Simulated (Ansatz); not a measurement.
C in space group P4_12_12 (No. 92; C on 4a, C on 8b), the program Ansatz at the PBE level (PAW). The conduction-band minimum lies at Γ, with 1 equivalent valley. Second derivatives d²E/dk² of the lowest band at one valley (eV·Å²), along Cartesian directions:

```json
[
 {"direction": "[100]", "d²E/dk²": "17.38"},
 {"direction": "[010]", "d²E/dk²": "17.38"},
 {"direction": "[001]", "d²E/dk²": "18.19"},
 {"direction": "[110]", "d²E/dk²": "17.38"},
 {"direction": "[101]", "d²E/dk²": "17.78"},
 {"direction": "[011]", "d²E/dk²": "17.78"}
]
```

### Question
Find the principal effective masses, the density-of-states mass and the conductivity mass.

### Answer
Off-diagonal terms follow from H_xy = H[110] − (H_xx + H_yy)/2, and m*/mₑ = 7.620 eV·Å² over each eigenvalue: 0.42, 0.44, 0.44. One valley's DOS mass (m₁m₂m₃)^(1/3) = 0.43, conductivity mass 3/(Σ 1/mᵢ) = 0.43 mₑ.

### Question
What effective density of states Nc follows at 300 K for parabolic valleys?

### Answer
Nc = 2.509e19 × 1 × (0.43)^(3/2) ≈ 7.1e18 cm⁻³.

The start of the workflow was typed in or built on a structure type; neither database checked (COD, Materials Project) lists it. It is not the phase usual at ambient conditions (space group No. 194, 227). The PBE relaxation kept the symmetry of its start; whether a distortion lowers the energy is not shown. The volume moved by 26 % from the start of the relaxation.

Potentials: the earlier of the program's two PAW sets.

Edges and masses are those of Kohn–Sham bands, whose gap is no quasiparticle gap.
